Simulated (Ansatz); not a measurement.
Relaxed-ion elastic tensor of BaC₂ in space group R-3m (No. 166; Ba on 3a, C on 6c) in GPa (Voigt order), the program Ansatz at the r²SCAN level (PAW); density 4.62 g/cm³, 19.31 Å³ per atom.

```
79.1  29.5  32.8   7.6   0.0   0.0
29.5  79.1  32.8  -7.6   0.0   0.0
32.8  32.8   120   0.0   0.0   0.0
 7.6  -7.6   0.0  21.3   0.0   0.0
 0.0   0.0   0.0   0.0  21.3   7.6
 0.0   0.0   0.0   0.0   7.6  24.8
```

Is the crystal mechanically stable?

Yes: the smallest eigenvalue of C is 15.3 GPa.

Work out the Voigt, Reuss and Hill averages.

K_V = 52.1, K_R = 50.0, K_H = 51.1; G_V = 25.7, G_R = 22.3, G_H = 24.0 GPa.

Give Young's modulus, Poisson's ratio, Pugh's ratio and the universal anisotropy index.

E = 9KG/(3K + G) = 62.2 GPa; ν = 0.30; K/G = 2.13 (ductile by the Pugh limit of 1.75); A_U = 5G_V/G_R + K_V/K_R − 6 = 0.81.

Estimate the sound speeds and the Debye temperature.

v_l = √((K + 4G/3)/ρ) = 4240 m/s, v_t = √(G/ρ) = 2280 m/s, mean 2540 m/s; Θ = (h/k)(3n/4πV)^(1/3) v_m = 282 K.

Solve the Christoffel equation for the three sound speeds along x, y, z.

Eigenvalues of C_ijkl n_j n_l equal ρv². In km/s, slowest first: x 1.82, 2.58, 4.13; y 2.10, 2.31, 4.16; z 2.15, 2.15, 5.10.

How much does each axis shrink under pressure?

Linear compressibilities β_i = Σ_j S_ij (j = 1 to 3): x 8.0, y 8.0, z 3.9 per TPa.

The first step of the workflow began from a Materials Project structure, measured or hypothetical; the Crystallography Open Database copy checked does not list it. Its standing as an ambient phase is unchecked. The cell was relaxed with r²SCAN under the symmetry of its start; phonons on a q-mesh show no instability. Scalar-relativistic: spin–orbit coupling is off unless named, which matters more the heavier the elements.

Potentials: the later of the program's two PAW sets.
